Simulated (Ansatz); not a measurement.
**Eigenvalues along a path: In (sc type)**

```yaml
crystal:
  lattice:
    - [2.21942, 0.00000, 0.00000]
    - [0.00000, 2.21942, 0.00000]
    - [0.00000, 0.00000, 2.21942]
  atoms:
    - { symbol: In, position: [0.00000, 0.00000, 0.00000] }
```

The cell comes from a relaxation on PAW files under the same functional, begun from a prototype that needn't be the stable phase.

All numbers are PBEsol results (scalar-relativistic) from Ansatz 0.2.0, with a Γ-centred 14×14×14 k mesh, Fermi–Dirac smearing of 0.05 eV, no spin polarisation. Methods: LAPW: all electrons, basis error target 1 meV/atom.

This run: volume at 0.4 of the series' base cell.

The structure type is held throughout; the real material can change phase at far lower pressure.

Path points, in fractions of the reciprocal vectors: Γ (0.000, 0.000, 0.000), X (0.000, 0.500, 0.000), M (0.500, 0.500, 0.000), R (0.500, 0.500, 0.500). The distance column jumps between branches of the path. Levels in eV from the Fermi level; bands 13 to 21, counted from the lowest band of the run. The gap is zero, the pressure 388.3 GPa.

```
# k(1/Å) point b13 b14 b15 b16 b17 b18 b19 b20 b21
0.000 Γ -21.71 -21.71 -18.93 -16.06 -16.06 -16.06 11.30 11.30 11.30
0.177 - -21.69 -21.59 -18.79 -16.14 -16.14 -16.05 10.17 11.52 11.52
0.354 - -21.64 -21.29 -18.33 -16.35 -16.35 -16.04 7.78 12.15 12.15
0.531 - -21.55 -20.88 -17.51 -16.67 -16.67 -16.01 5.10 13.13 13.13
0.708 - -21.46 -20.45 -17.02 -17.02 -16.31 -15.98 2.41 14.37 14.37
0.885 - -21.36 -20.07 -17.36 -17.36 -15.94 -14.77 -0.19 14.01 15.78
1.062 - -21.27 -19.77 -17.64 -17.64 -15.92 -12.99 -2.65 13.21 17.20
1.239 - -21.22 -19.57 -17.82 -17.82 -15.90 -11.21 -4.81 12.71 16.81
1.415 X -21.20 -19.50 -17.89 -17.89 -15.89 -10.21 -5.92 12.54 16.58
1.592 - -21.11 -19.39 -18.08 -17.88 -15.96 -9.94 -5.88 12.47 16.28
1.769 - -20.89 -19.03 -18.59 -17.84 -16.16 -9.22 -5.75 12.10 15.80
1.946 - -20.63 -19.25 -18.38 -17.79 -16.45 -8.20 -5.52 11.06 13.89
2.123 - -20.41 -19.92 -17.73 -17.48 -16.77 -7.02 -5.19 9.52 11.48
2.300 - -20.50 -20.23 -17.67 -17.09 -16.47 -5.79 -4.72 7.84 9.15
2.477 - -20.95 -20.09 -17.62 -17.35 -15.52 -4.60 -4.14 6.27 7.05
2.654 - -21.24 -20.00 -17.59 -17.52 -14.85 -3.66 -3.56 5.08 5.47
2.831 M -21.33 -19.97 -17.57 -17.57 -14.61 -3.28 -3.28 4.62 4.85
3.081 - -21.14 -20.03 -17.54 -17.52 -15.08 -4.93 -2.68 4.74 6.62
3.331 - -20.60 -20.20 -17.42 -17.36 -16.22 -7.94 -1.11 4.87 10.19
3.582 - -20.46 -19.77 -17.60 -17.22 -17.13 -10.96 1.00 5.20 13.63
3.832 - -20.78 -18.95 -18.82 -16.96 -16.84 -13.62 3.37 5.87 15.54
4.082 - -21.10 -20.10 -17.96 -16.65 -16.55 -15.68 5.84 6.98 14.98
4.332 - -21.40 -20.98 -17.93 -16.50 -16.36 -16.29 8.28 8.57 13.00
4.583 - -21.62 -21.52 -18.65 -16.21 -16.14 -16.12 10.35 10.36 11.74
4.833 Γ -21.71 -21.71 -18.93 -16.06 -16.06 -16.06 11.30 11.30 11.30
5.139 - -21.50 -21.50 -18.52 -16.21 -16.20 -16.20 10.53 10.55 10.55
5.446 - -20.91 -20.91 -17.77 -16.62 -16.62 -16.12 8.97 8.97 9.22
5.752 - -19.97 -19.97 -18.17 -17.27 -17.27 -14.20 7.42 7.42 8.23
6.059 - -18.96 -18.86 -18.86 -17.99 -17.99 -11.08 6.26 6.26 7.52
6.365 - -19.66 -19.10 -19.10 -17.23 -17.23 -7.19 5.51 5.51 6.72
6.672 - -20.15 -19.82 -19.82 -15.91 -15.91 -2.76 4.98 4.98 5.58
6.978 - -20.42 -20.32 -20.32 -14.89 -14.89 1.74 4.48 4.58 4.58
7.285 R -20.50 -20.50 -20.50 -14.50 -14.50 3.99 4.40 4.40 4.40
7.535 - -20.48 -20.41 -20.32 -14.88 -14.64 3.10 3.21 4.48 5.06
7.785 - -20.39 -20.16 -19.81 -15.88 -15.06 0.63 0.95 5.58 6.87
8.035 - -20.19 -19.76 -19.06 -17.16 -15.74 -1.75 -1.58 7.33 9.46
8.285 - -19.85 -19.27 -18.45 -18.23 -16.59 -4.05 -3.59 9.53 11.91
8.536 - -19.59 -19.34 -18.76 -17.97 -16.98 -6.34 -4.81 11.94 12.07
8.786 - -20.46 -18.72 -18.70 -18.31 -16.45 -8.28 -5.51 12.27 14.23
9.036 - -21.01 -19.29 -18.14 -18.00 -16.03 -9.68 -5.83 12.45 15.94
9.286 X -21.20 -19.50 -17.89 -17.89 -15.89 -10.21 -5.92 12.54 16.58
11.288 R -20.50 -20.50 -20.50 -14.50 -14.50 3.99 4.40 4.40 4.40
11.465 - -20.54 -20.41 -20.41 -14.76 -14.50 3.95 3.95 4.03 4.45
11.642 - -20.63 -20.15 -20.15 -15.46 -14.51 2.84 2.84 4.14 4.57
11.819 - -20.77 -19.74 -19.74 -16.45 -14.53 1.47 1.47 4.27 4.70
11.996 - -20.93 -19.21 -19.21 -17.52 -14.55 0.06 0.06 4.40 4.79
12.173 - -21.09 -18.64 -18.64 -18.51 -14.58 -1.24 -1.24 4.50 4.83
12.350 - -21.22 -19.30 -18.11 -18.11 -14.59 -2.31 -2.31 4.57 4.85
12.527 - -21.30 -19.80 -17.72 -17.72 -14.61 -3.03 -3.03 4.61 4.85
12.704 M -21.33 -19.97 -17.57 -17.57 -14.61 -3.28 -3.28 4.62 4.85
```
